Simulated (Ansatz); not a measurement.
CdSe: one input, then a changed one

The cell is COD entry 9011664, as deposited and not checked against the literature; nothing was relaxed. Its inner coordinates are ideal values, not refined ones.

First run: DFT, PBE, PAW with Ansatz's default frozen-core files, scalar-relativistic (Ansatz 0.2.0).

Command: `ansatz run input.yaml --threads 1 --pin off --max-ram 4096MiB --backend cpu --events-out ev --progress --plain --runs-dir out` The run took 69 s on 1 thread of Arm Neoverse V1, on a shared host, peak memory 0.55 GiB.

```yaml
crystal:
  lattice:
    - [4.2984999142, 0.0, 0.0]
    - [-2.1492499571, 3.7226101239, 0.0]
    - [0.0, 0.0, 7.0152]
  atoms:
    - { symbol: Cd, position: [0.6666666667, 0.3333333333, 0.0] }
    - { symbol: Cd, position: [0.3333333333, 0.6666666667, 0.5] }
    - { symbol: Se, position: [0.6666666667, 0.3333333333, 0.375] }
    - { symbol: Se, position: [0.3333333333, 0.6666666667, 0.875] }
kpoints:
  mp_grid: { grid: [7, 7, 4] }
  band_path:
    path:
      - [0.0, 0.0, 0.0]
      - [0.5, 0.0, 0.0]
      - [0.3333333333, 0.3333333333, 0.0]
      - [0.0, 0.0, 0.0]
      - [0.0, 0.0, 0.5]
      - [0.5, 0.0, 0.5]
      - [0.3333333333, 0.3333333333, 0.5]
      - [0.0, 0.0, 0.5]
      - [0.5, 0.0, 0.5]
    npoints: 14
scf:
  occupations: { method: fermi_dirac, width: 0.02 }
hamiltonian:
  xc: pbe
  pseudopotentials: { kind: paw }
output:
  forces: true
  stress: true
  eigenvalues: true
  efg: { contact_densities: true }
  populations: true
  bader: true
  dos: { projected: true, de: 0.2, e_range: [-14, 8] }
  write_density: true
  write_potential: true
  elf: true
  volumetric_format: npy
```

Result: converged; pressure 2.99 GPa; largest force 0.021 eV/Å; gap on the k mesh 0.67 eV (the mesh can miss the band edges); 6 SCF iterations.

The input is then changed:

```diff
@@ -24,5 +24,5 @@
     npoints: 14
 scf:
-  occupations: { method: fermi_dirac, width: 0.02 }
+  occupations: { method: gaussian, width: 0.3 }
 hamiltonian:
   xc: pbe
@@ -34,9 +34,5 @@
   efg: { contact_densities: true }
   populations: true
-  bader: true
-  dos: { projected: true, de: 0.2, e_range: [-14, 8] }
-  write_density: true
-  write_potential: true
-  elf: true
-  volumetric_format: npy
+basis:
+  ecutwfc: "200 eV"
```

(1) Predict the outcome of the changed run.

Answers

(1) It converged; energy at zero smearing +7898.1 meV/atom from the first run; pressure 4.32 GPa; largest force 0.024 eV/Å; gap on the k mesh 0.60 eV (the mesh can miss the band edges); 8 SCF iterations. Some of these settings are too coarse for converged properties.
